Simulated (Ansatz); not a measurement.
## Ca: course of a relaxation

Method: Ansatz, DFT PBEsol, scalar-relativistic, plane waves, PAW. Settings: 420 eV cutoff, 12×12×8 k-mesh, Gaussian smearing of 0.10 eV, no spin polarisation.

What was changed: biaxial strain in the a-b plane, c and atoms relaxed: +4.5 %.

Input:

```yaml
crystal:
  lattice:
    - [4.0257656428, 0.0, 0.0]
    - [-2.0128828214, 3.4864153164, 0.0]
    - [0.0, 0.0, 6.1697806871]
  atoms:
    - { symbol: Ca, position: [0.6666666667, 0.3333333333, 0.75] }
    - { symbol: Ca, position: [0.3333333333, 0.6666666667, 0.25] }
basis:
  ecutwfc: 420
kpoints:
  mp_grid: { grid: [12, 12, 8] }
hamiltonian:
  xc: pbesol
scf:
  occupations: { method: gaussian, width: 0.1 }
output:
  forces: true
  stress: true
  eigenvalues: true
relax:
  adjacent_minimum: "off"
  f_tol: 0.008
  max_steps: 40
  cell: { stress_tol: 0.05, fix: [a, b, gamma] }
```

F is the free energy. Steps run on the plane waves of an earlier cell, but the last one, and at times one on the way, on a freshly chosen basis, so a repeated geometry can differ a little in energy. The held parts of the cell keep their stress, so P needn't end at zero.

Steps:

| step | F − F(1) (eV) | largest force component (eV/Å) | V (Å³/atom) | P (GPa) |
| --- | --- | --- | --- | --- |
| 1 | 0.0000 | 0.000 | 43.298 | -0.89 |
| 2 | -0.0003 | 0.000 | 43.428 | -0.94 |
| 3 | -0.0006 | 0.000 | 43.669 | -1.03 |
| 4 | -0.0006 | 0.000 | 43.669 | -1.03 |

Relaxed structure:

```yaml
crystal:
  lattice:
    - [4.02577, 0.00000, 0.00000]
    - [-2.01288, 3.48642, 0.00000]
    - [0.00000, 0.00000, 6.22271]
  atoms:
    - { symbol: Ca, position: [0.66667, 0.33333, 0.75000] }
    - { symbol: Ca, position: [0.33333, 0.66667, 0.25000] }
```

Symmetry: P6_3/mmc, No. 194, hexagonal system. Conventional cell: a = 4.026 Å, b = 4.026 Å, c = 6.223 Å, α = 90.00°, β = 90.00°, γ = 120.00°. Ca (site symmetry -6m2) is surrounded by 12 Ca at 3.88 to 4.03 Å.

The run converged. The run took roughly 26 core-seconds.